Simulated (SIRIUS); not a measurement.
A self-consistent single point of ZnS (Cm, 2 atoms in the cell; from Materials Project mp-10695, changed as shown) with SIRIUS.

Computed with PBE, PseudoDojo 0.5 standard norm-conserving PBE (tails mended) pseudopotentials (plane waves; SIRIUS).

The change in words: lattice vector a scaled by 1.01. Reference geometry (F-43m):
```xyz
2
Lattice="0.0000 2.7362 2.7362 2.7362 0.0000 2.7362 2.7362 2.7362 0.0000" Properties=species:S:1:pos:R:3 pbc="T T T"
Zn     0.0000     0.0000     0.0000
S      1.3681     1.3681     1.3681
```

Reference input (self-consistent single point, DFT, PBE, plane waves, PseudoDojo 0.5 standard norm-conserving PBE (tails mended) pseudopotentials): parameters.ngridk = 8 8 8; parameters.xc_functionals = [XC_GGA_X_PBE, XC_GGA_C_PBE]; parameters.gk_cutoff = 9.165 1/bohr; parameters.pw_cutoff = 18.331 1/bohr; parameters.smearing = gaussian; parameters.smearing_width = 0.0001 Ha; potentials = PseudoDojo 0.5 standard norm-conserving PBE (tails mended) pseudopotentials; parameters.electronic_structure_method = pseudopotential; parameters.num_bands = 17; parameters.num_mag_dims = 0; parameters.num_dft_iter = 100; parameters.energy_tol = 1e-07 Ha. This run's input differs from it in these lines:

```diff
@@ -32,7 +32,7 @@
     "lattice_vectors": [
-      [0.0, 0.7071067767, 0.7071067767],
-      [0.7071067767, 0.0, 0.7071067767],
-      [0.7071067767, 0.7071067767, 0.0]
+      [0.0, 0.7071068052, 0.7071068052],
+      [0.7001058617, 0.0, 0.7001058617],
+      [0.7001058617, 0.7001058617, 0.0]
     ],
-    "lattice_vectors_scale": 7.31255,
+    "lattice_vectors_scale": 7.385674,
     "atom_coordinate_units": "au",
@@ -48,3 +48,3 @@
       "S": [
-        [2.5853768299, 2.5853768299, 2.5853768299]
+        [2.5853768299, 2.5983035015, 2.5983035015]
       ]
```

Output (repeated stretches shortened):

```
[find] density tolerance         : 1e-06
[find] total energy tolerance    : 1e-07
[find] iter_solver_tol (initial) : 0.01
[find] iter_solver_tol (target)  : 1e-13
[find] num_dft_iter              : 100
Charges and magnetic moments
--------------------------------------------------------------------------------
total charge          : 26.000000
[find] | SCF iteration   0 out of 100|
[diagonalize] iterative solver tolerance (occupied, empty): 0.01 0.01
[diagonalize] average number of iterations: 5.27333
[find] Charges and magnetic moments
[find] total charge          : 26.000000
[find] Energy
   [... lines left out ...]

[find] Charges and magnetic moments
[find] total charge          : 26.000000
[find] Energy
[find] smearing (-TS)                 :       0.00000000
[find] Total energy                   :    -220.10582022 (Ha),    -440.21164045 (Ry)
[find] Free energy (E-TS)             :    -220.10582022 (Ha),    -440.21164045 (Ry)
[find] band gap (eV)                  :       1.89303937
[find] Efermi                         :       0.27929165
[find] iteration : 15, RMS (target) : 7.7898e-07 (1.0000e-06) , energy difference (target) : -3.8511e-11 (1.0000e-07)
[find] bands are converged : true
[find] iterative solver converged : false
[find] converged after 16 SCF iterations!
[find] Charges and magnetic moments
[find] total charge          : 26.000000
[find] Energy
[find] smearing (-TS)                 :       0.00000000
[find] Total energy                   :    -220.10582022 (Ha),    -440.21164045 (Ry)
[find] Free energy (E-TS)             :    -220.10582022 (Ha),    -440.21164045 (Ry)
[find] band gap (eV)                  :       1.89303937
[find] Efermi                         :       0.27929165
[ground_state] === stress tensor components [kbar] ===
[ground_state] === stress_total ===
[ground_state]    15.636882   -2.811313   -2.811313
[ground_state]    -2.811313   17.700198    5.697676
[ground_state]    -2.811313    5.697676   17.700198
[ground_state] ==== total Forces in Ha/bohr =====
[ground_state] atom:    0, force:       0.0007620     -0.0003651     -0.0003651
[ground_state] atom:    1, force:      -0.0007613      0.0003650      0.0003650
```

The run converged in 16 iterations. SIRIUS prints the stress tensor with tension positive. Against the reference run the free energy rises by 2.4 meV/atom, the pressure goes from -1.08 to -1.70 GPa, the largest force goes from 0.000 to 0.047 eV/Å and the gap on the mesh goes from 1.951 to 1.893 eV.

The structure comes from a collection of computed structures, made at another level of theory; the collection holds predicted forms beside known ones. Its lattice was then scaled.

Cost on one core: roughly 120 core-seconds.

The gap that the log prints is read on the run's mesh, which can miss the band edges or a crossing.

“Tails mended”: in these copies of the files the far tail of each local potential was reset to the Coulomb form.
